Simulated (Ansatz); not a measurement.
Ce (fcc, Cu type)

```xyz
1
Lattice="0.0000 2.3660 2.3660 2.3660 0.0000 2.3660 2.3660 2.3660 0.0000" Properties=species:S:1:pos:R:3 pbc="T T T"
Ce     0.0000     0.0000     0.0000
```

The slice is a {110} plane (indices of the conventional cell) through the point (0.000, 0.000, 0.000) (fractional), spanned by u = [100] and v = [1 -1 -1] in vectors of this cell: u (3.35 Å) and v (4.73 Å, at 90° to u). It covers one period; positions are fractions (u, v).

The numbers are results of PBE (plane waves to 420 eV, PAW, scalar-relativistic; Ansatz, a program for electronic structure), not measurements. k mesh 17×17×17. These are valence fields of a PAW run, semicore shells included where kept as valence: close to a nucleus they are smooth pseudo fields. Ce is run without spin polarisation. Ce was relaxed with its symmetry unable to fall. The relaxed volume of Ce is well below the measured one. The filling of the f shell was not checked against other fillings, so treat energies with care.

Problem. Predict the map of the valence electron density on the slice.

Solution. 
```
|    @@@@@@%%##********##%%@@@@@@  |
|@@@@@@@@@@%%##********##%%@@@@@@@@|
|@@@@@@@@%%####********####%%@@@@@@|
|@@@@@@%%%%##************##%%%%@@@@|
|%%%%%%######************######%%%%|
|########********************######|
|**********************************|
|**********************************|
|**********************************|
|**********************************|
|**********************************|
|**********************************|
|**********************************|
|**********************************|
|**********************************|
|**********************************|
|**********************************|
|########********************######|
|%%%%%%######************######%%%%|
|@@@@@@%%%%##************##%%%%@@@@|
|@@@@@@@@%%####********####%%@@@@@@|
|@@@@@@@@@@%%##********##%%@@@@@@@@|
|    @@@@@@%%##********##%%@@@@@@  |
|    @@@@@@%%##********##%%@@@@@@  |
```
Scale: ten equal steps from -3.00 (start of ' ') to 0.40 (end of '@'), in the order ' .:-=+*#%@'. Values: log₁₀ of the valence density in e/Å³. The map has 17 points along u (two characters each, u = 0 at the left) and 24 along v (v = 0 in the bottom row). The scale is logarithmic, as a density can span decades between atoms and voids; values under 0.001 e/Å³ are set to 0.001.
